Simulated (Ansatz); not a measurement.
Relaxed Ag (fcc, Cu type):

```xyz
4
Lattice="4.0548 0.0000 0.0000 0.0000 4.0548 0.0000 0.0000 0.0000 4.0548" Properties=species:S:1:pos:R:3 pbc="T T T"
Ag     0.0000     0.0000     0.0000
Ag     2.0274     2.0274     0.0000
Ag     2.0274     0.0000     2.0274
Ag     0.0000     2.0274     2.0274
```

Scan: atom 1 (Ag, nearest neighbour Ag at 2.867 Å; its periodic images, 4.1 Å or more away, move with it) is displaced towards the nearest neighbour, direction (-0.707, -0.707, 0.000) in Cartesian axes, by s. The other atoms stay.

These are PBEsol (plane waves to 420 eV, PAW, scalar-relativistic; Ansatz, a first-principles code) values and carry that method's errors. k mesh 9×9×9 (Γ-centred), Fermi-Dirac smearing 0.05 eV. E stands for the smeared free energy. Left out: 2 of 11 points, with atoms too close for the PAW data. With partly filled bands, energies and forces of such displacements shift with the k mesh and the smearing. On this mesh the relaxed cell isn't quite at rest: it carries a pressure of -0.2 GPa (compression positive) at the zero of the scan. Ag was relaxed with its symmetry unable to fall. The PAW data are Ansatz's earlier set. The zero of ΔE is the undisplaced structure. The last digit holds for this mesh only.

```
s (Å)   ΔE (meV/cell)
------  -------------
-0.688         2137.0
-0.516       withheld
-0.344          382.4
-0.172           88.2
0.000             0.0
0.172            88.2
0.344           382.4
0.516        withheld
0.688          2137.0
```

### Question
Fit an even polynomial form (powers 2, 4, 6) to the given rows and predict ΔE at s = 0.516.

### Answer
Least squares on the 7 given rows: ΔE = (2904)·s² + (2553)·s⁴ + (1794)·s⁶, in meV/cell with s in Å; root-mean-square residual 0.07 meV/cell. At 0.516 the fit gives 988.1 meV/cell; the calculation gives 987.0 meV/cell, so the interpolation is off by 1.1 (+0.1 %). The quadratic term alone would give 773.2 meV/cell.

(For displaced atoms, the force is minus the slope of the energy, and its curvature is a force constant, which sets phonon frequencies.)
